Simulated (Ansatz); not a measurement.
**ZnO with Sn replacing Zn — ¹¹⁹Sn Mössbauer parameters**

Cell: a supercell of ZnO (wurtzite type, P6_3mc) built from a structure deposited in the COD, with the ions relaxed around the defect (PBE).

```cif
data_Zn15SnO16
_symmetry_space_group_name_H-M 'P3m1'
_symmetry_Int_Tables_number 156
_cell_length_a 6.4986
_cell_length_b 6.4986
_cell_length_c 10.4114
_cell_angle_alpha 90.000
_cell_angle_beta 90.000
_cell_angle_gamma 120.000
loop_
_atom_site_label
_atom_site_type_symbol
_atom_site_symmetry_multiplicity
_atom_site_Wyckoff_symbol
_atom_site_fract_x
_atom_site_fract_y
_atom_site_fract_z
Sn Sn 1 a 0.0000 0.0000 0.2645
Zn2 Zn 1 a 0.0000 0.0000 0.7392
Zn3 Zn 3 d 0.0016 0.5008 0.2481
Zn4 Zn 3 d 0.9936 0.4968 0.7501
Zn9 Zn 3 d 0.1668 0.8332 0.9873
Zn10 Zn 3 d 0.1723 0.8277 0.5077
Zn15 Zn 1 c 0.6667 0.3333 0.0027
Zn16 Zn 1 c 0.6667 0.3333 0.4947
O17 O 3 d 0.1727 0.8273 0.1782
O18 O 3 d 0.1705 0.8295 0.6967
O23 O 1 c 0.6667 0.3333 0.1927
O24 O 1 c 0.6667 0.3333 0.6843
O25 O 1 a 0.0000 0.0000 0.4858
O26 O 1 a 0.0000 0.0000 0.9328
O27 O 3 d 0.0029 0.5014 0.4381
O28 O 3 d 0.9943 0.4971 0.9390
```

One atom of each set is listed.

Level of theory: DFT, PBE, plane waves and PAW, scalar-relativistic, 420 eV cutoff, Γ-centred 3×3×2 k-points, Fermi–Dirac smearing 0.01 eV (Ansatz 0.2.0).

Isomer shifts (against SnO₂) follow from the electron density at the nucleus, δ = α(ρ − ρ₀), with α = 0.099 mm s⁻¹ a₀³ and ρ₀ = 183191.44 a₀⁻³ from a line fitted to 8 measured compounds at this level of theory (rms miss 0.12 mm/s). ΔE_Q = ½eQV_zz(1 + η²/3)^½ with Q = -0.132 b for the 23.9 keV state.

Task: Where do the absorption lines lie?

Result: Sn (1 atom a cell): δ = 2.89, |ΔE_Q| = 0.16 mm/s, a doublet too narrow to resolve, seen as one line at 2.89 mm/s.

The defect repeats with the cell of 32 atoms, so it feels its images: sites between two images don't show the values beside a lone defect, and zeros or small values of η there can come from the images' arrangement. The relaxation keeps the site symmetry 3m of the start, so the impurity can move only along its axis; a start off the site could end lower. Without spin–orbit coupling (the program notes it for Sn) the gradients can shift somewhat, as the gap is small. The cell keeps the host's lattice, where the PBE pressure is 9 GPa.

The relaxation (8 steps) took 6.7 min of wall time (6.7 min of CPU time) and 1 GiB at its peak, on 1 thread of Arm Neoverse V2 (aarch64; 8 cores open to the job, memory cap 3.0 GiB, no GPU), a shared host with a load of 0.3 a core.
